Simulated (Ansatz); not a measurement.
A geometry of Al2CdS4 away from equilibrium: the start of the relaxation of a generated trial cell of Al2CdS4 in the spinel structure type. The numbers are results of r2SCAN (plane waves to 500 eV, PAW, scalar-relativistic; Ansatz, a quantum-chemistry and plane-wave program), not measurements. Γ-centred k-mesh 4×4×4 on the run's cell (coarser than for final values), Fermi–Dirac smearing 0.05 eV.

```xyz
14
Lattice="0.0000 4.9754 4.9754 4.9754 0.0000 4.9754 4.9754 4.9754 0.0000" Properties=species:S:1:pos:R:3:forces:R:3 pbc="T T T" free_energy=-25959.562 pressure_GPa=11.1
Al     6.2193     6.2193     6.2193    0.0000    0.0000    0.0000
Al     6.2193     3.7316     3.7316    0.0000    0.0000    0.0000
Al     3.7316     6.2193     3.7316    0.0000    0.0000    0.0000
Al     3.7316     3.7316     6.2193    0.0000    0.0000    0.0000
Cd     2.4877     2.4877     2.4877    0.0000    0.0000    0.0000
Cd     0.0000     0.0000     0.0000    0.0000    0.0000    0.0000
S      8.5836     8.5836     8.5836   -0.2997   -0.2997   -0.2997
S      8.5836     6.3427     6.3427   -0.2997    0.2997    0.2997
S      6.3427     8.5836     6.3427    0.2997   -0.2997    0.2997
S      6.3427     6.3427     8.5836    0.2997    0.2997   -0.2997
S      3.8550     3.8550     3.8550    0.2997    0.2997    0.2997
S      3.8550     6.0959     6.0959    0.2997   -0.2997   -0.2997
S      6.0959     3.8550     6.0959   -0.2997    0.2997   -0.2997
S      6.0959     6.0959     3.8550   -0.2997   -0.2997    0.2997
```

Positions in Å, forces in eV/Å, free energy of the cell in eV (comparable only within this code, potentials and settings). Largest force: 0.52 eV/Å, on S7, S8, S9, S10, S11, S12, S13, S14 (atoms numbered as listed); the geometry lies 0.07 eV/atom above the end of its relaxation.

No spin polarisation in the result.

The run could not lose the symmetry of its start.

The first start was generated by placing the elements on the sites of a structure type. Materials Project lists a structure of Al2CdS4 in the same space group, Fd-3m (No. 227); the sites were not compared with it, nor with measured phases. Known forms of Al2CdS4 include space group No. 82.
